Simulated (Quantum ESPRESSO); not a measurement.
# Ga3InP4: convergence and cost over cutoff and k mesh

Simulated, not a measurement. The program is pw.x of Quantum ESPRESSO 7.5 (plane-wave density functional theory). The cell is made up: 8 atoms on a zincblende/diamond lattice, with randomly drawn elements, strain and displacements, not relaxed. PseudoDojo standard norm-conserving files (v0.5 for PBE, v0.4.1 for LDA and PBEsol) set the functional; there is no spin polarisation, spin-orbit coupling or dispersion term, and the masses in the input are unused placeholders.

Input of the run in row 4:

```
&control calculation='scf', pseudo_dir='./dojo.nc.sr.pbe.v0_5.standard.upf', outdir='./o', disk_io='medium', tprnfor=.true., tstress=.true. /
&system ibrav=0, nat=8, ntyp=3, nbnd=42, ecutwfc=79.96652505, nosym=.true., tot_charge=0,
 occupations='smearing', smearing='fd', degauss=0.0018374661
/
&electrons conv_thr=7.350e-09, electron_maxstep=60, /
ATOMIC_SPECIES
Ga 1.0 Ga.upf
In 1.0 In.upf
P 1.0 P.upf
CELL_PARAMETERS angstrom
5.657 -0.0781 -0.0436
-0.0781 5.7116 0.0861
-0.0436 0.0861 5.6756
ATOMIC_POSITIONS angstrom
Ga 0.103 0.1091 -0.0253
In -0.0791 2.794 2.8291
Ga 2.7432 0.0717 2.7301
Ga 2.8118 2.7749 0.1653
P 1.4808 1.5901 1.5694
P 1.3513 4.2661 4.3667
P 4.2536 1.4716 4.267
P 4.2649 4.3125 1.501
K_POINTS automatic
4 4 4 1 1 1
```

The same cell was run at these settings. Meshes are shifted by half a step, and differences are from the last row, which is itself not exact.

| cutoff (eV) | k mesh | k points solved | threshold (eV) | free energy less the last row's (eV) | pressure (GPa) | largest stress difference (GPa) | largest force difference (eV/Å) | iterations | wall time (s) | k-point pools | processor |
| --- | --- | --- | --- | --- | --- | --- | --- | --- | --- | --- | --- |
| 762 | 2 x 2 x 2 | 4 | 1e-04 | 5.570 | -39.05 | 39.42 | 0.033 | 7 | 53 | 1 | AMD EPYC, Zen 5 class |
| 1088 | 2 x 2 x 2 | 4 | 1e-07 | 0.471 | 0.44 | 0.29 | 0.031 | 10 | 111 | 1 | AMD EPYC, Zen 5 class |
| 640 | 4 x 4 x 4 | 32 | 1e-07 | 33.364 | -168.75 | 168.97 | 0.022 | 10 | 217 | 1 | AMD EPYC, Zen 5 class |
| 1088 | 4 x 4 x 4 | 32 | 1e-07 | 0.010 | 0.15 | 0.02 | 0.001 | 10 | 493 | 1 | AMD EPYC, Zen 5 class |
| 1377 | 6 x 6 x 6 | 108 | 1e-07 | 0.000 | 0.17 | 0.00 | 0.000 | 10 | 2114 | 1 | AMD EPYC, Zen 5 class |

Each pool is one process. Wall times include start-up and a band step at six k points, which weighs most on the coarsest meshes. The runs were on shared virtual cores whose load varied, so times are rough.